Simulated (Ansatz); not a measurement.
**CrGe$_{2}$ single point**

The input, for Ansatz 0.2.0 (plane waves, PAW):

```yaml
crystal:
  lattice:
    - [0.0, 3.736164, 0.0]
    - [3.736164, 0.0, 0.0]
    - [1.868082, 1.868082, -6.161808]
  atoms:
    - { symbol: Ge, position: [0.416, 0.416, 0.168] }
    - { symbol: Ge, position: [0.166, 0.666, 0.668] }
    - { symbol: Ge, position: [0.334, 0.834, 0.332] }
    - { symbol: Ge, position: [0.584, 0.584, 0.832] }
    - { symbol: Cr, position: [0.0, 0.0, 0.0] }
    - { symbol: Cr, position: [0.75, 0.25, 0.5] }
  symmetry: { tolerance: 0.0003 }
kpoints:
  mp_grid: { grid: [9, 9, 9], shift: [0, 0, 0] }
  band_path:
    path:
      - [0.0, 0.0, 0.0]
      - [0.5, 0.5, 0.5]
      - [0.5, 0.5, 0.25]
      - [0.0, 0.5, 0.0]
      - [0.0, 0.0, 0.0]
      - [0.0, 0.0, -0.5]
      - [0.0, 0.45404365, -0.27297818]
      - [0.0, 0.54595635, 0.27297818]
      - [0.0, 0.0, 0.0]
      - [0.5, 0.5, 0.5]
      - [0.45404365, 0.54595635, 0.5]
    npoints: 6
magnetization:
  spin_polarized: false
scf:
  occupations: { method: fermi_dirac }
  lower_state_search: "off"
  max_iter: 200
hamiltonian:
  pseudopotentials: { kind: paw }
  xc: pbe
basis:
  ecutwfc: 420
  fft_grid_basis: typed
output:
  forces: true
  stress: true
  eigenvalues: true
  bader: true
  populations: true
  elf: true
  write_potential: true
  volumetric_format: npy
  dos:
    e_range: [-12, 8]
    de: 0.05
    projected: { site_lists: { Cr: [Cr], Ge: [Ge] } }
checkpoint:
  read: saved_state
```

The run starts from an earlier solution of this cell. 

Excerpt of what it printed:

```
SCF iter   1: F=—  Δρ=3.07e-3  dr2=8.20e-3
SCF iter   2: F=—  Δρ=1.11e-3  dr2=1.41e-3
SCF iter   3: F=—  Δρ=3.96e-4  dr2=1.87e-4
SCF iter   4: F=—  Δρ=1.22e-4  dr2=1.31e-5
SCF iter   5: F=—  Δρ=3.73e-5  dr2=7.11e-7
SCF iter   6: F=-23924.5670 eV  Δρ=9.02e-6  dr2=8.83e-8
Free energy (F): -23924.5670 eV
Harris-Foulkes:  -23924.5670 eV  (|F-HF|=5.09e-8)
Internal energy: -23924.1858 eV  (E = F + TS)
E sigma→0 (E₀):  -23924.3764 eV
Entropy (-TS):   -0.3812 eV (-63.531 meV/atom)
Fermi energy:    16.1129 eV
--- Per-component energies (eV) ---
  E_band       = -625.0397
  E_kinetic    = 1159.5824
  E_local      = -11036.3233  (includes V_loc(G=0)·N_el)
  E_nonlocal   = 1852.1234
  E_hartree    = 4886.5403
  E_xc         = -589.7339
  E_vxc        = -625.6817  (∫ρ·V_xc dr)
  E_paw        = -10480.0721  (= ΣΔE_a)
  E_vpaw       = -1747.8190  (= ΣTr[D̂ρ^β])
  E_aug_tail   = 0.0021  (compensation charges beyond the density's cutoff)
  E_ewald      = -9716.3048
  E_smearing   = -0.3812  (= −TS)
--- Forces (eV/Å), atoms counted from 1 ---
  atom   1  Ge     0.0000     0.0000    -1.3685
  atom   2  Ge     0.0000     0.0000    -1.3685
  atom   3  Ge     0.0000     0.0000     1.3685
  atom   4  Ge     0.0000     0.0000     1.3685
  atom   5  Cr     0.0000     0.0000     0.0000
  atom   6  Cr     0.0000     0.0000     0.0000
--- Stress (GPa, compression-positive) ---
       25.9154       0.0000       0.0000
        0.0000      25.9154       0.0000
        0.0000       0.0000      58.1647
  P = ⅓ Tr σ = 36.6652 GPa (366.652 kbar)
--- Löwdin populations: 6 sites ---
  site symbol       q [e]
     0     Ge     14.0765
     1     Ge     14.0765
     2     Ge     14.0765
     3     Ge     14.0765
     4     Cr     13.7126
     5     Cr     13.7126
  spilling = 0.0032 (of n_electrons = 84.0000)
--- Bader charges: 6 sites ---
  site symbol  charge [e]  shift [e]
     0     Ge     -0.3222     0.0013
     1     Ge     -0.3222     0.0013
     2     Ge     -0.3222     0.0013
     3     Ge     -0.3221     0.0013
     4     Cr      0.6444     0.0027
     5     Cr      0.6443     0.0027
```

Origin: a known structure type with other elements, at an estimated volume, so it need not be a known compound. Caveats: no spin polarisation, so a magnetic state may lie lower; atoms or cell far from equilibrium.
